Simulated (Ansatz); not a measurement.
Here is the system:

Pt:
Space group Fm-3m (No. 225); a = b = c = 3.9399 Å, α = β = γ = 90.00°

```tsv
atom	site	symmetry	x	y	z
Pt	4a	m-3m	0.0000	0.0000	0.0000
```
(The calculation used a cell of 1 atom; values per cell refer to that cell.)

This is the r²SCAN-relaxed structure.

Q: All from the program Ansatz at the r²SCAN level (PAW), unless another level is named. Give the Poisson's ratio.

A: 0.40.

Q: Predict the elastic constants (relaxed ions, GPa).

A: C11 = 334, C12 = 240, C44 = 72.2.

The cell was relaxed with r²SCAN under the symmetry of its start. The run is not spin-polarised. As this level gives no gap, shear constants depend on the k-mesh and smearing (Fermi–Dirac, 0.1 eV here). On the denser mesh and wider smearing of the elastic run this cell carries a stress of 0.3 GPa. Scalar-relativistic: spin–orbit coupling is off unless named, which matters more the heavier the elements.

Potentials: the earlier of the program's two PAW sets.
